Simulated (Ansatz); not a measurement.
## Band structure of Cu3Pd

```
Cu Pd
1.0
     3.69700    0.00000    0.00000
     0.00000    3.69700    0.00000
     0.00000    0.00000    3.65900
Cu Pd
3 1
Direct
  0.00000 0.50000 0.50000
  0.50000 0.00000 0.50000
  0.50000 0.50000 0.00000
  0.00000 0.00000 0.00000
```

Atom numbers follow the list: Cu1, Cu2, Cu3, Pd4.

The geometry is COD entry 1525112, unchecked; take it as a test cell.

Spin polarisation is left out, and whether a magnetic state lies lower isn't shown here.

All numbers below come from Ansatz 0.2.0, DFT, PBEsol, all-electron LAPW, scalar-relativistic.

The runs use a Γ-centred 11×11×11 k mesh, Fermi–Dirac smearing of 0.05 eV, basis error target 1 meV/atom, no spin polarisation.

Points in fractions of the reciprocal vectors of this cell: Γ (0, 0, 0), X (0, 0.5, 0), M (0.5, 0.5, 0), Z (0, 0, 0.5), R (0, 0.5, 0.5), A (0.5, 0.5, 0.5). The path joins them by straight lines in the order Γ–X–M–Γ–Z–R–A–Z–X; legs that retrace an earlier one aren't tabulated. Energies are in eV from the Fermi level.

Question: Is there a gap?

Answer: none: with an odd electron count and no spin polarisation the bands can't all be full, a metal in this set-up (spin order or a larger cell could open a gap).

Question: List the levels between -8 and 6 eV at the symmetry points.

Answer: 
Γ: -5.16, -5.15, -4.41, -4.40 (×2), -4.28, -2.67 (×2), -2.62, -1.78, -1.73, -1.27, -1.15, -1.14 (×2), -0.80, -0.79, -0.41, -0.36 (×2), 1.97 (×2), 2.18
X: -6.07, -6.05, -4.40, -3.85, -3.61, -3.57, -3.53, -3.29, -3.02, -3.00, -2.25, -2.24, -1.97, -1.96, -1.87, -1.82, -1.80, -1.56, -1.49, -1.14, -1.14, -0.38
M: -5.13, -4.12 (×2), -4.09, -3.52 (×2), -3.32, -3.08, -2.99, -2.94, -2.84 (×2), -2.13 (×2), -2.12, -1.94, -1.85, -1.82, -1.58 (×2), 0.03 (×2), 1.08, 1.22
Z: -6.03, -6.00, -4.38, -3.82, -3.59, -3.57 (×2), -3.26, -3.01 (×2), -2.21, -2.19, -1.98 (×2), -1.86, -1.84 (×2), -1.57, -1.47, -1.18, -1.15, -0.43
R: -5.11, -4.10 (×2), -4.05, -3.56, -3.55, -3.32, -3.11, -2.99, -2.97, -2.86, -2.85, -2.13, -2.12, -2.09, -1.91, -1.84, -1.81, -1.56, -1.55, 0.07 (×2), 1.15, 1.27
A: -5.30 (×2), -5.30, -4.28, -2.92, -2.84, -2.72 (×2), -2.68, -2.64, -2.59 (×2), -1.27 (×2), -1.26, -0.86 (×2), -0.85 (×2), -0.74, -0.69, -0.20 (×2), -0.18, 4.88, 4.93 (×2), 5.59
